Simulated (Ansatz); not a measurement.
**GaW: reading a single point**

```yaml
crystal:
  lattice:
    - [3.28433, 0.00000, 0.00000]
    - [-1.64216, 2.84431, 0.00000]
    - [0.00000, 0.00000, 3.20360]
  atoms:
    - { symbol: W, position: [0.00000, 0.00000, 0.00000] }
    - { symbol: Ga, position: [0.66667, 0.33333, 0.50000] }
```

Level: PBEsol, no spin polarisation; 420 eV; 12×12×10 Γ-centred mesh; fermi-dirac occupations (width 0.1 eV); Ansatz 0.2.0, fixed geometry.

Q: Describe some of the short contacts.

A: W–Ga at 2.48 Å: least valence density 0.31 e/Å³ and ELF 0.45 there. Both are smooth PAW fields, read partly inside the augmentation spheres.

Q: Which element gives electrons and which takes them?

A: Bader charges in e: Ga -0.24, W +0.24. In the mean W gives up most and Ga takes most, against the order of Pauling's electronegativities.

Q: What happens at the Fermi level?

A: It is a metal, with about 2 states/eV a cell as the mean within 0.25 eV of the Fermi level, mostly W d (70 %) and Ga p (23 %).

Q: Is it stable against the elements?

A: 0.82 eV an atom against the elements' usual phases (free molecules for gases, crystals otherwise, with no correction for O₂ or N₂), so at this geometry it isn't bound against them. Relaxing would lower it.

Q: What does the stress say?

A: The pressure is 19.6 GPa (compression positive), so with the atoms held at these fractions the cell would first expand. The principal stresses 9.4, 9.4, 39.8 GPa differ, so its shape would change too.

Origin: a known structure type with other elements, at an estimated volume, so it need not be a known compound. Caveats: atoms or cell far from equilibrium.
